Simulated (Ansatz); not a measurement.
Relaxed NiO (rock salt):

```xyz
2
Lattice="0.0000 2.1079 2.1079 2.1079 0.0000 2.1079 2.1079 2.1079 0.0000" Properties=species:S:1:pos:R:3 pbc="T T T"
O      0.0000     0.0000     0.0000
Ni     2.1079     2.1079     2.1079
```

Calculation: PBE (plane waves to 420 eV, PAW, scalar-relativistic; Ansatz, a program for electronic structure). k mesh 15×15×15 (Γ-centred), Fermi-Dirac smearing 0.05 eV. The magnetic moment jumps within the scan, so the points may not all belong to one state, and nothing is fitted. With partly filled bands, energies and forces of such displacements shift with the k mesh and the smearing. NiO is run spin-polarised and with no Hubbard U; the real compound is an antiferromagnetic insulator, a state that this run doesn't describe. NiO was relaxed with its symmetry unable to fall. Relaxed NiO ends ferromagnetic. The magnetic order is the one the run started from; other orders were not tried.

One atom of the cell was then moved (with its periodic images), all else fixed, and the forces (eV/Å) came out as:

| atom | Fx | Fy | Fz |
|---|---|---|---|
| O1 | 1.360 | 0.000 | 0.000 |
| Ni2 | -1.360 | 0.000 | 0.000 |

With two atoms only their relative shift counts; take Ni2 as fixed.

Problem. Which atom was moved, and by which vector (Å)?

Solution. O1, by (-0.25, 0.00, 0.00), 0.25 Å in all.

(A displaced cell: forces are minus the slopes of the energy, force constants its curvatures, and phonons follow from these.)
